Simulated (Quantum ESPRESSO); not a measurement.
Ge (made-up cell, one site empty) (calculated)

Computed with Quantum ESPRESSO 7.5. Calculation on a made-up crystal cell, not a measurement, the moved input of one more run found from cubic fits through the family: the fits match the computed values on one interval only; periodic Kohn-Sham density functional theory in plane waves with PseudoDojo standard norm-conserving scalar-relativistic pseudopotentials, each functional with its own files (v0.5 for PBE, v0.4.1 for LDA and PBEsol), no spin polarisation, no spin-orbit coupling, atoms not relaxed, stress positive in tension, energies less a fixed whole-eV offset for each atom's element; levels are Kohn-Sham levels at fractions of this cell's reciprocal vectors, counted from the reference band (half the neutral cell's valence electrons, rounded up) at Gamma; error bars cover cutoff and k-mesh only, not smearing or the files; added strain carries the atoms with the cell, and shear is the tensor component; each bar is the largest change over components, and at least 0.002 eV, 0.002 eV per angstrom or 0.02 GPa; energies are for the whole cell, and the offsets were chosen from early runs and are not element reference energies.

```json
{"formula": "Ge", "kind": "made-up cell, one site empty", "reference_structure": {"cell_angstrom": [[5.5943, -0.0157, 0.0], [-0.0157, 5.5943, 0.0], [0.0, 0.0, 5.5943]], "atoms_fractional": [["Ge", -0.0078, -0.00388, 0.00488], ["Ge", 0.00334, 0.49732, 0.49331], ["Ge", 0.48845, 0.00309, 0.49828], ["Ge", 0.24899, 0.24522, 0.25072], ["Ge", 0.25713, 0.7569, 0.73341], ["Ge", 0.75963, 0.24849, 0.75713], ["Ge", 0.74666, 0.75311, 0.24348]]}, "given": {"lattice_type": "zincblende/diamond", "empty_site": 4, "functional": "pbe", "cutoff [eV]": 1061, "fermi_dirac_smearing [eV]": 0.1, "scf_tolerance [eV]": 1e-07, "electrons_removed": 0, "moved_input": "added strain, shear xy", "moved_input_in_the_structure_shown": -0.0028, "further_run_fz_on_site_1 [eV/angstrom]": -0.146, "further_run_fz_on_site_3 [eV/angstrom]": 0.076, "further_run_fz_on_site_5 [eV/angstrom]": -1.139, "further_run_fz_on_site_6 [eV/angstrom]": 1.277, "k_mesh": "6 x 6 x 6, shifted by half a step", "structure_shown": "one run of the family, not the further run", "atom_site": [1, 2, 3, 5, 6, 7, 8], "atom_energy_offset [eV]": [-2430, -2430, -2430, -2430, -2430, -2430, -2430], "family_moved_input": [-0.0216, -0.0059, -0.0028, 0.0076, 0.0132, 0.0186], "family_fz_on_site_1 [eV/angstrom]": [-1.148, -0.645, -0.546, -0.215, -0.039, 0.134], "family_fz_on_site_3 [eV/angstrom]": [-0.627, -0.273, -0.205, 0.027, 0.152, 0.273], "family_fz_on_site_5 [eV/angstrom]": [-0.52, -0.828, -0.889, -1.095, -1.208, -1.318], "family_fz_on_site_6 [eV/angstrom]": [1.862, 1.565, 1.508, 1.317, 1.216, 1.12]}, "results": {"moved_input_of_the_further_run": 0.0098, "interval_low": 0.009595, "interval_high": 0.01002, "energy_against_integrated_force_or_stress [eV]": 0.0003504, "error_bar_energy [eV]": 0.005527, "error_bar_force [eV/angstrom]": 0.002354}}
```
